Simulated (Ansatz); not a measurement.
**Magnetic orders of Cd3Fe**

These are results of DFT r2SCAN, scalar-relativistic, plane waves, PAW (Ansatz 0.2.0), not measurements.

```
Cd Fe
1.0
     0.00000    3.36205    3.36205
     3.36205    0.00000    3.36205
     3.36205    3.36205    0.00000
Cd Fe
3 1
Cartesian
  1.6810 1.6810 1.6810
  5.0431 5.0431 5.0431
  3.3621 3.3621 3.3621
  0.0000 0.0000 0.0000
```

```
plane-wave cutoff                               : 500 eV
Γ-centred k-mesh                                : 12×12×12
occupation rule                                 : Gaussian smearing, 0.1 eV
list of starting moments (μB, in atom order)    : 0 0 0 3
check for lower electronic states after the SCF : off
```

All runs keep this geometry, which isn't relaxed for the lowest state (largest force there 0.000 eV/Å, pressure -2.0 GPa) and needn't be a stable compound; relaxing each order would shift the differences by some 20 meV/atom, going by the pressures and a bulk modulus of about 150 GPa. r2SCAN tends to overstate moments in metals, so a weak moment here may be absent in the real material. Site moments are spin moments in atom-centred spheres that scale with the neighbour distance. The states are those that the runs reached from these starts; a lower one can exist. No antiferromagnetic start is among these.

```
        start ends energy above lowest (meV/atom) site moments (μB) gap on mesh (eV) P (GPa)
      no spin non-magnetic                             371     none over 0.05             metal     -6.8
ferromagnetic ferromagnetic                            0.00           Fe +2.92             metal     -2.0
```

Cost: 2 runs of about 2.4 core-minutes in all, on Arm Neoverse V2 (shared hosts).